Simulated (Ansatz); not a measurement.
Theory: DFT PBE, scalar-relativistic, plane waves, PAW (Ansatz 0.2.0). All cells share a 420 eV cutoff and Γ-centred k meshes spaced at most about 0.3 Å⁻¹ (about 0.25 or finer for metals, 2π included). No spin polarisation in the final relaxations.

All energies are static (0 K, no zero-point motion).

Compare these two cells of Al4FeCo3, each relaxed at this level.

A.

```
CELL_PARAMETERS angstrom
4.03613 0.00000 0.00000
0.00000 4.03613 0.00000
0.00000 0.00000 5.71132
ATOMIC_POSITIONS crystal
Al 0.00000 0.50000 0.74719
Al 0.00000 0.50000 0.25281
Al 0.50000 0.00000 0.74719
Al 0.50000 0.00000 0.25281
Fe 0.00000 0.00000 0.50000
Co 0.00000 0.00000 0.00000
Co 0.50000 0.50000 0.00000
Co 0.50000 0.50000 0.50000
```

B.

```
CELL_PARAMETERS angstrom
5.70847 0.00000 0.00000
0.00000 5.70847 0.00000
0.00000 0.00000 2.85748
ATOMIC_POSITIONS crystal
Al 0.74750 0.74750 0.00000
Al 0.74750 0.25250 0.00000
Al 0.25250 0.74750 0.00000
Al 0.25250 0.25250 0.00000
Fe 0.50000 0.50000 0.50000
Co 0.50000 0.00000 0.50000
Co 0.00000 0.50000 0.50000
Co 0.00000 0.00000 0.50000
```

Task: Which placement of the atoms is lower in energy, and by how much?

Result: They are level within the accuracy (4 meV/atom apart, with A the lower in these runs). The two share one framework of sites and differ in which element sits where. A has space group P4/mmm (No. 123), 11.6 Å³/atom and no gap on its mesh; B has space group P4/mmm (No. 123), 11.6 Å³/atom and no gap. Counting all near atoms (those within 1.25 times the shortest distance at each site; a plus sign parts nearer from farther groups), A and B both have Al 8+6, Fe 8+6, Co 8+6. In A, Al has 2 Fe at 2.46 Å, 6 Co at 2.46–2.48 Å and 6 Al at 2.82–2.89 Å; Fe is surrounded by 8 Al at 2.46 Å and 6 Co at 2.85–2.86 Å; around Co on its first site lie 8 Al at 2.48 Å, 4 Co at 2.85 Å and 2 Fe at 2.86 Å; 2 more sites not described. In B, around Al lie 2 Fe at 2.46 Å, 6 Co at 2.47–2.49 Å and 6 Al at 2.83–2.88 Å; Fe has 8 Al at 2.46 Å, 4 Co at 2.85 Å and 2 Fe at 2.86 Å; Co on a site of symmetry mmm is surrounded by 8 Al at 2.47 Å, 2 Fe at 2.85 Å and 4 Co at 2.85–2.86 Å; 1 more site not described. Both come from invented guesses.

The k mesh leaves some 4 meV/atom of noise in the energy of each metallic cell. Trial moments died out on the coarse mesh in P4/mmm; another magnetic start might hold.
